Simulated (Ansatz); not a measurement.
Theory: DFT PBE, scalar-relativistic, plane waves, PAW (Ansatz). All cells share a 420 eV cutoff and Γ-centred k meshes spaced at most about 0.3 Å⁻¹ (about 0.25 or finer for metals, 2π included). No spin polarisation in the final relaxations.

These are static total energies at zero pressure.

Compare these two cells of SiF, each relaxed at this level.

1.

```xyz
6
Lattice="4.5152 0.0000 0.0000 0.0000 4.5152 0.0000 0.0000 0.0000 4.5152" Properties=species:S:1:pos:R:3 pbc="T T T"
Si    2.2576    0.0000    0.0000
Si    0.0000    2.2576    0.0000
Si    0.0000    0.0000    2.2576
F     0.0000    2.2576    2.2576
F     2.2576    0.0000    2.2576
F     2.2576    2.2576    0.0000
```

2.

```xyz
2
Lattice="3.0286 0.0000 0.0000 0.0000 3.0286 0.0000 0.0000 0.0000 3.0286" Properties=species:S:1:pos:R:3 pbc="T T T"
Si    1.5143    1.5143    1.5143
F     0.0000    0.0000    0.0000
```

**Question.** Which form is favoured at zero pressure, and by what margin per atom?

**Answer.** Cell 1 is lower, by 0.39 eV/atom. Cell 1 has space group Pm-3m (No. 221), 15.3 Å³/atom and no gap on its mesh; cell 2 has the caesium chloride type, space group Pm-3m (No. 221), 13.9 Å³/atom and no gap. Counting F atoms around Si (those within 1.25 times the shortest such distance or 1.15 times the sum of covalent radii; the shortest distance is added where it is long for a bond), cell 1 has Si 4 from 2.3 Å and cell 2 has Si 8 from 2.6 Å. The lower one is the more open, so pressure narrows the difference. In cell 1, Si has 4 F at 2.26 Å; F is surrounded by 4 Si at 2.26 Å. In cell 2, Si is surrounded by 8 F at 2.62 Å and 6 Si at 3.03 Å; around F lie 8 Si at 2.62 Å and 6 F at 3.03 Å (long contacts). Both come from invented guesses.

In Pm-3m at 15.3 Å³/atom, Pm-3m at 13.9 Å³/atom an odd number of electrons in the primitive cell allows no gap without spin; a larger cell or a magnetic state could open one. A magnetic state wasn't ruled out in cells without spin, among them Pm-3m at 15.3 Å³/atom, Pm-3m at 13.9 Å³/atom. Cells relaxed within their symmetry can be saddle points.
